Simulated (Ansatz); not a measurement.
One crystal and one scan (scan of one atom of the cell) at two levels, PBE (plane waves to 420 eV, PAW, scalar-relativistic; Ansatz, an electronic-structure program) and r2SCAN (plane waves to 500 eV, PAW, scalar-relativistic; Ansatz), each from its own relaxed cell and on its own mesh. The cell shown is that of PBE.

Relaxed La (dhcp type, space group P6_3/mmc):

```xyz
4
Lattice="3.7704 0.0000 0.0000 -1.8852 3.2652 0.0000 0.0000 0.0000 12.0810" Properties=species:S:1:pos:R:3 pbc="T T T"
La     0.0000     0.0000     0.0000
La     0.0000     0.0000     6.0405
La     0.0000     2.1768     3.0203
La     1.8852     1.0884     9.0608
```

Scan: atom 3 (La, nearest neighbour La at 3.723 Å; its periodic images, 3.8 Å or more away, move with it) is displaced along Cartesian [110], direction (0.707, 0.707, 0.000) in Cartesian axes, by s. The other atoms stay.

The energy includes the smearing's −TS. La is run without spin polarisation. La was relaxed with its symmetry unable to fall. The PAW data are Ansatz's earlier set. With partly filled bands, energies and forces of such displacements shift with the k mesh and the smearing. Percentages come from the unrounded values. Both scans cover s from -0.740 to 0.740 Å.

```csv
quantity,PBE,r2SCAN,PBE − r2SCAN
Lattice constant a (Å),3.770,3.785,-0.015 (-0.4 %)
Lattice constant c (Å),12.08,12.03,+0.05 (+0.4 %)
Relaxed volume (Å³/atom),37.18,37.31,-0.13 (-0.3 %)
Energy at s = 0.740 Å (meV/cell),162,130,+32 (+25 %)
Force along the line at s = -0.740 Å (eV/Å),0.305,0.286,+0.019 (+7 %)
Force constant k = d²E/ds² at s = 0 (finite differences) (eV/Å²),0.47,0.33,+0.14 (+46 %)
```

PBE gives the higher value for: lattice constant c; energy at s = 0.740 Å; force along the line at s = -0.740 Å; force constant k = d²E/ds² at s = 0. PBE gives the lower value for: lattice constant a. They agree on: relaxed volume (within 0.6 %). Both give the same symmetry of the curve: not even: the positive side lies higher at ±0.740 Å.

ΔE (meV/cell), each from the undisplaced structure of its own level:

| s (Å) | PBE | r2SCAN |
|---|---|---|
| -0.740 | 130 | 113 |
| -0.592 | 86 | 72 |
| -0.444 | 49 | 39 |
| -0.296 | 21 | 16 |
| -0.148 | 5 | 4 |
| 0.000 | 0 | 0 |
| 0.148 | 5 | 4 |
| 0.296 | 22 | 15 |
| 0.444 | 52 | 39 |
| 0.592 | 99 | 76 |
| 0.740 | 162 | 130 |

(A displaced cell: forces are minus the slopes of the energy, force constants its curvatures, and phonons follow from these.)
